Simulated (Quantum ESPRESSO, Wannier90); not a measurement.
Tight-binding from DFT: SiC (zinc blende)

```
begin unit_cell_cart
ang
    0.0000000000    2.1769950000    2.1769950000
    2.1769950000    0.0000000000    2.1769950000
    2.1769950000    2.1769950000    0.0000000000
end unit_cell_cart
begin atoms_frac
Si  -0.2500000000 -0.2500000000 -0.2500000000
C    0.0000000000  0.0000000000  0.0000000000
end atoms_frac
```

Materials Project entry mp-8062; symmetrised, unrelaxed at this level. COD (Crystallography Open Database) has the formula in 5 space groups, this one among them (matched by group alone). Level: PBEsol, no spin polarisation, no spin-orbit coupling; pw.x of Quantum ESPRESSO at 66 Ry with PseudoDojo potentials, 10×10×10 k-points, Wannier90. Density: 12×12×12 mesh, cold smearing 0.01 Ry.

Band 1 is isolated and gives one Wannier function a cell (C2 2s 44 %, Si1 3p 30 %, Si1 3s 18 %; spread 2.01 Å²). Its on-site energy is ε = -12.128 eV relative to the valence-band maximum, and its hoppings t(R) = t(−R) to the nearer images are (images within this range that aren't listed have |t| under 5 meV):

| R (lattice vectors; −R alike) | distance (Å) | t (eV) |
|---|---|---|
| 0 0 1 | 3.08 | -0.369 |
| 0 1 -1 | 3.08 | -0.369 |
| 0 1 0 | 3.08 | -0.369 |
| 1 -1 0 | 3.08 | -0.369 |
| 1 0 -1 | 3.08 | -0.369 |
| 1 0 0 | 3.08 | -0.369 |
| 1 -1 -1 | 4.35 | 0.028 |
| 1 -1 1 | 4.35 | 0.028 |
| 1 1 -1 | 4.35 | 0.028 |
| 0 1 -2 | 5.33 | 0.048 |
| 0 1 1 | 5.33 | 0.048 |
| 0 2 -1 | 5.33 | 0.048 |
| 1 -2 0 | 5.33 | 0.048 |
| 1 -2 1 | 5.33 | 0.048 |
| 1 0 -2 | 5.33 | 0.048 |
| 1 0 1 | 5.33 | 0.048 |
| 1 1 -2 | 5.33 | 0.048 |
| 1 1 0 | 5.33 | 0.048 |
| 2 -1 -1 | 5.33 | 0.048 |
| 2 -1 0 | 5.33 | 0.048 |
| 2 0 -1 | 5.33 | 0.048 |

### Question
Work out the band energy at Γ, X, U, K from these numbers.

### Answer
For one orbital E(k) = ε + Σ_R 2 t(R) cos(2π k·R), the sum over the listed R.
- Γ, k = (0.000, 0.000, 0.000): E = -12.128 + (-0.369)·(12.00) + (0.028)·(6.00) + (0.048)·(24.00) = -15.24 eV; pw.x: -15.46 eV
- X, k = (-0.500, -0.500, 0.000): E = -12.128 + (-0.369)·(-4.00) + (0.028)·(6.00) + (0.048)·(-8.00) = -10.87 eV; pw.x: -10.38 eV
- U, k = (-0.375, -0.375, 0.250): E = -12.128 + (-0.369)·(-3.66) + (0.028)·(2.00) + (0.048)·(4.00) = -10.53 eV; pw.x: -10.38 eV
- K, k = (-0.375, 0.000, 0.375): E = -12.128 + (-0.369)·(-3.66) + (0.028)·(2.00) + (0.048)·(4.00) = -10.53 eV; pw.x: -10.38 eV

At these points the listed shells miss the plane-wave band by up to 0.49 eV, of a width of 5.32 eV on the path. With all its hoppings the model misses the band by 12 meV at worst on the whole path, so most of the miss comes from the hoppings not listed.
